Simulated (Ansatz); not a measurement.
A sound run on GdCu (Pm-3m), volume scaled by 1.12 (DFT, LDA, all-electron LAPW, scalar-relativistic in Ansatz):

```yaml
crystal:
  lattice:
    - [3.6368228689, 0.0, 0.0]
    - [0.0, 3.6368228689, 0.0]
    - [0.0, 0.0, 3.6368228689]
  atoms:
    - { symbol: Gd, position: [0.5, 0.5, 0.5], spin: 7.0 }
    - { symbol: Cu, position: [0.0, 0.0, 0.0] }
magnetization:
  spin_polarized: true
kpoints:
  mp_grid: { grid: [11, 11, 11] }
scf:
  occupations: { method: fermi_dirac, width: 0.05 }
hamiltonian:
  xc: lda
  pseudopotentials: { kind: all_electron, lapw: { basis_error: 0.001 } }
output:
  forces: true
  stress: true
  eigenvalues: false
  populations: true
```

It converged in 18 iterations. Site moments (μB): Gd1 6.99, Cu2 0.02. Cell moment 7.09 μB. Pressure -10.66 GPa.

The input is then changed, output keys apart:

```diff
-  mp_grid: { grid: [11, 11, 11] }
+  mp_grid: { grid: [4, 4, 4] }
-  occupations: { method: fermi_dirac, width: 0.05 }
+  occupations: { method: fermi_dirac, width: 0.01 }
```

How does the run end?

The run converged. Free energy -351453.0042 eV against -351453.0200 eV (not comparable, since the functional, the files or the filling changed), cell moment 7.22 μB, pressure -10.98 GPa. These settings were drawn wide on purpose, so the numbers show their effect and aren't offered as converged values.
```
settings of this run that can trade accuracy for cost: output.eigenvalues: false. Do not mix this run's numbers with those of runs without the same settings; the input reference describes each key
Gd: projections on atomic orbitals take those of the free atom 1s2 2s2 2p6 3s2 3p6 3d10 4s2 4p6 4d10 4f7 5s2 5p6 5d1 6s2, of charge +0.00 (hamiltonian.pseudopotentials.projection_atoms)
Cu: projections on atomic orbitals take those of the free atom 1s2 2s2 2p6 3s2 3p6 3d10 4s1, of charge +0.00 (hamiltonian.pseudopotentials.projection_atoms)
LAPW: plane waves up to 7.174 Å⁻¹, error target 1.0e-3 eV per atom; small_component_spin mean_spin; Cu in spheres of 1.518 Å, 19 of its electrons in bands, Dirac shells []; Gd in spheres of 1.632 Å, 34 of its electrons in bands, Dirac shells [] (how accurate: hamiltonian.pseudopotentials.lapw.basis_error, Limitations)
Engine: ansatz 0.2.0
Pseudopotentials: kind: all_electron
Pseudopotential: Gd, LAPW, valence charge 34, lapw/all_electron/scalar/gaussian/Gd, Koelling and Harmon's equation, gaussian nucleus
Pseudopotential: Cu, LAPW, valence charge 19, lapw/all_electron/scalar/gaussian/Cu, Koelling and Harmon's equation, gaussian nucleus
Functional definition: SPW92
  exchange = slater_x
  correlation = pw_c
Crystal: 2 atoms, lattice volume = 48.102 Å³
Basis set: ecut = 196.0898713432627 eV, 305 PW (Γ), exchange–correlation at level 2
Bands: 36, of which v1, the nominal top of the filled ones, is band 27 counted from 1 (26 counted from 0)
Symmetry: 48 space group operations
Space group: Pm-3m (ITA 221), of the structure as read, at distance tolerance 3.6e-5 Å
Magnetic group: BNS 221.92 (UNI 1594), of the structure as read, at distance tolerance 3.6e-5 Å
k-points: 10 of 64
Non-local potential: Gd, projectors of the file, none
Non-local potential: Cu, projectors of the file, none
Initial density: superposition of atomic densities (chi_scale 0.1, normalization cell)
Starting moments: Σ|m| = 7 μB on 1 of 2 sites
[...]
  E_xc         = -8365.555611
  E_electrostatic = -721862.053580  (all electrons and nuclei)
  E_smearing   = -0.001405  (= −TS)
  E_closure    = 0.000000  (closes the sum)
  E_atoms      = -351433.892827  (free atoms, spherical and without spin; not in F)
  Σ components = -351453.004189   (vs F -351453.004189, Δ=0.00e0)
  Basis errors (estimates in eV, not in F): energy 2.4e-4 per atom: plane waves 2.2e-4 (1.2e-4 summed), levels above the bands 7.2e-241, relativity 1.0e-7, radial functions 2.5e-5, core shells 6.2e-8; eigenvalues (radial functions only) 1.6e-6; not estimated: angular momenta, meshes, grids; target (lapw.basis_error) 1.0e-3; muffin-tin radii Cu 1.518 Å, Gd 1.632 Å
--- Forces (eV/Å), atoms counted from 1 ---
  atom   1  Gd    -0.00000000     0.00000000     0.00000000
  atom   2  Cu     0.00000000     0.00000000     0.00000000
  max |Σ_I F_I| component: 2.56e-30 eV/Å
--- Stress (GPa, compression-positive) ---
      -10.978848      -0.000000       0.000000
       -0.000000     -10.978848       0.000000
        0.000000       0.000000     -10.978848
  P = ⅓ Tr σ = -10.9788 GPa (-109.788 kbar)
--- Löwdin populations: 2 sites ---
  site symbol       q [e]    m [muB]
     0     Gd     64.1542     7.2239
     1     Cu     28.6977    -0.0014
  spilling = 0.001593 (of n_electrons = 93.000000)
settings of this run that can trade accuracy for cost: output.eigenvalues: false. Do not mix this run's numbers with those of runs without the same settings; the input reference describes each key
```
